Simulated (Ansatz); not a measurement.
# NbP: from a starting cell to a relaxed one

The start is a randomly generated symmetric cell of NbP (space group No. 38). Cell shape, volume and atoms are optimised at zero target pressure with PBEsol (plane waves to 420 eV, PAW, scalar-relativistic; Ansatz, a first-principles code). The first steps use a coarse 6×8×8 k-mesh.

Initial structure:
```yaml
crystal:
  lattice:
    - [4.22700, 0.00000, 0.00000]
    - [0.00000, 1.79620, 2.41411]
    - [0.00000, -1.79620, 2.41411]
  atoms:
    - { symbol: Nb, position: [0.00000, 0.62957, 0.62957] }
    - { symbol: P, position: [0.50000, 0.23363, 0.23363] }
```

Problem. What pressure does the first self-consistent step give?

Solution. -25 GPa (negative: the cell is under tension).

Problem. Does the structure survive the relaxation? Give the final space group.

Solution. The space group goes from Amm2 (No. 38) to P-6m2 (No. 187); the end is AFLOW prototype AB_hP2_187_d_a (B_h, as in WC), with 2 atoms in the primitive cell.

Problem. By how much does the energy per atom fall from start to end?

Solution. 0.99 eV/atom.

Problem. How does the volume change?

Solution. -15.0 %, from 18.33 to 15.59 Å³/atom.

Problem. How do the shortest distances between atoms change?

Solution. The closest pairs of elements (up to four, under 3.6 Å), start → end: Nb–P 2.82 → 2.52 Å; Nb–Nb 3.01 → 3.29 Å; P–P 3.01 → 3.29 Å.

Problem. Is the relaxed structure metallic? Give its gap.

Solution. Zero (metallic).

Problem. Give the final cell and atomic positions.

Solution. 
Space group P-6m2 (No. 187); a = b = 3.292 Å, c = 3.322 Å, α = β = 90.00°, γ = 120.00°

```
atom  site  symmetry       x       y       z
----  ----  --------  ------  ------  ------
Nb      1c      -6m2  0.3333  0.6667  0.0000
P       1f      -6m2  0.6667  0.3333  0.5000
```

Final values are on a 16×16×14 k-mesh of the relaxed cell. No spin polarisation in the result.

The run could not lose the symmetry of its start; a randomly shaken copy of 4 atoms returns to this structure.

The relaxed structure here is a generated cell of NbP: the first start was made by a random draw of sites in a space group, and the end was not matched to a known phase here, so it may be hypothetical.
